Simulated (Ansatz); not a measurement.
ZrHg (space group P4/mmm)

```xyz
2
Lattice="3.1097 0.0000 0.0000 0.0000 3.1097 0.0000 0.0000 0.0000 4.2350" Properties=species:S:1:pos:R:3 pbc="T T T"
Zr     1.5549     1.5549     2.1175
Hg     0.0000     0.0000     0.0000
```

E(V) scan at fixed shape, V₀ the volume above. Symmetry pins the atoms to their sites.

These are PBEsol (plane waves to 420 eV, PAW, scalar-relativistic; Ansatz, a quantum-chemistry and plane-wave program) values and carry that method's errors. k mesh 15×15×11 (Γ-centred), Fermi-Dirac smearing 0.05 eV. The energy includes the smearing's −TS. Stress and pressure are positive under compression. With the shape held, the modulus is that of even scaling; a crystal free to change shape is softer. Spin-orbit coupling is left out, though Hg is heavy. ZrHg is run without spin polarisation. ZrHg was relaxed with its symmetry unable to fall. ΔE is measured from the relaxed starting cell. The last digit holds for this mesh only.

```csv
V (Å³/atom),ΔE (meV/atom)
17.201,265.2
17.747,173.8
18.293,105.1
18.839,56.0
19.385,withheld
19.931,5.6
20.477,0.0
21.023,5.1
21.569,19.3
22.115,41.4
22.661,70.2
23.207,104.8
23.753,144.3
```

Problem. Fit a third-order Birch-Murnaghan form (E₀, V₀, B₀, B₀′ free) to the given rows and predict ΔE at V = 19.385.

Solution. Least squares on the 12 given rows: ΔE = E₀ + (9V₀B₀/16)·y²·[2 + (B₀′ − 4)y], y = (V₀/V)^(2/3) − 1, with V₀ = 20.478 Å³/atom, B₀ = 116.7 GPa (160.2 GPa = 1 eV/Å³; the term in eV is multiplied by 1000), B₀′ = 4.65, E₀ = 0.08 meV/atom; root-mean-square residual 0.07 meV/atom. At 19.385 the fit gives 23.6 meV/atom; the calculation gives 23.6 meV/atom, the same to the digits shown. For the pressure the fit gives 7.3 GPa against the computed 7.3 GPa.

(Under strain, the slope of the energy per volume gives the stress and its curvature an elastic modulus.)
